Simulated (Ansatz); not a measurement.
IrW (CsCl type), relaxed with PBEsol (Ansatz, a first-principles code, plane waves, PAW): a = 3.1215 Å, b = 3.1215 Å, c = 3.1215 Å, α = 90.00°, β = 90.00°, γ = 90.00°.

- ΔH_f (eV/atom): 0.41
- B₀ by P(V) fit (GPa): 328

Q: The same phase is relaxed and computed with PBE in the same code. What are the cell and these values now?

A: a = b = c = 3.153 Å, α = β = γ = 90.00°.

* **ΔH_f (eV/atom)**: 0.39
* **B₀ by P(V) fit (GPa)**: 302

Typed or built starts, not in the databases checked: IrW, CsCl type. Unstable at this level: IrW, CsCl type with PBEsol. All cells were relaxed under the symmetry of their starts (and spin orders); stability against distortions was not tested throughout. Rows with no word on spin ran without spin polarisation. Scalar-relativistic: spin–orbit coupling is off unless named, which matters more the heavier the elements.

Potentials: the later of the program's two PAW sets.

Ansatz is a plane-wave DFT program.

Formation energies count from the lowest solids of the elements computed at the same level, not from gases.
